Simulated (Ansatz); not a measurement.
# Structures of B3Se2: which is lowest?

Plane-wave DFT in Ansatz with scalar-relativistic PAW potentials, cutoff 420 eV, Γ-centred meshes chosen by cell and gap, Gaussian smearing with energies taken to zero width. Every cell was relaxed (cell and atoms) in a run of its own, within the symmetry of its start. Functional: PBE.

Relaxed structures (starts from databases or built by putting these elements on another compound's sites):
A. R-3c, 10 atoms in the computed cell, a = 4.336 Å, c = 33.438 Å; sites (symmetry × multiplicity) B .2 × 18, Se 3. × 12; start: built
B. R-3m, 5 atoms in the computed cell, a = 3.105 Å, c = 23.334 Å; sites (symmetry × multiplicity) B -3m × 3 + 3m × 6, Se 3m × 6; start: built

Q: Rank them by energy. Could pressure change the order?

A:
| structure | group | E − E(lowest) (meV/atom) | V (Å³/atom) | gap on mesh (eV) |
| --- | --- | --- | --- | --- |
| A | R-3c | 0.0 | 18.15 | 0.00 |
| B | R-3m | 108 | 12.99 | 0.00 |

A is lowest, 108 meV/atom under B. B is denser by 5.16 Å³/atom, so pressure favours it: ΔE/ΔV, with ΔE in eV and 1 eV/Å³ = 160.2 GPa, gives about 3.4 GPa for equal enthalpy if both cells were rigid, a rough figure since the two compress differently. Without a dispersion term the weakly bound lowest cell is too large, so ΔV and this pressure are artefacts in part: a slight pressure closes the gap between layers first. Other structures may lie lower than all of these, and vibrations aren't counted.

Each cell of B3Se2 holds layers, and where no dispersion correction was added their binding is poorly described. Spin polarisation was left out, and a magnetic state may lie lower.